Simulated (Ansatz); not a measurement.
LaN:
```
LaN
1.0
    0.00000     2.80645     2.80645
    2.80645     0.00000     2.80645
    2.80645     2.80645     0.00000
N La
1 1
Direct
  0.25000   0.25000   0.25000
  0.00000   0.00000   0.00000
```

Relaxed with PBE. Special points in fractions of this cell's reciprocal vectors: Γ (0.000, 0.000, 0.000); X (0.500, 0.000, 0.500); U (0.625, 0.250, 0.625); K (0.375, 0.375, 0.750); L (0.500, 0.500, 0.500); W (0.500, 0.250, 0.750).

Q: List the band energies nearest the valence-band maximum at these points for plane-wave PAW PBE (Ansatz code).

A: In eV from the valence-band maximum; about four levels below and three above (degenerate sets whole), none deeper than 8.9 eV; points with the same levels are listed once.

| k | below | above |
|---|---|---|
| Γ | -1.93 -1.93 -1.93 | 1.17 3.76 3.76 3.76 |
| X | -2.50 0.00 0.00 | 2.25 3.29 3.87 |
| U | -1.89 -0.44 -0.29 | 2.11 3.45 3.78 |
| L | -1.35 -1.35 -0.61 | 2.55 3.63 3.68 3.68 |
| W | -1.31 -1.17 -0.23 | 2.36 3.32 3.82 |

Space group F-43m (zinc blende). The start of the workflow was typed in or built on a structure type; neither database checked (COD, Materials Project) lists it. COD files the formula under space group No. 225, so this cell is another polymorph or a model. Its standing as an ambient phase is unchecked. The PBE relaxation kept the symmetry of its start; its stability against distortions is not shown here. Spin–orbit coupling is left out wherever it is not named.

Potentials: the later of the program's two PAW sets.
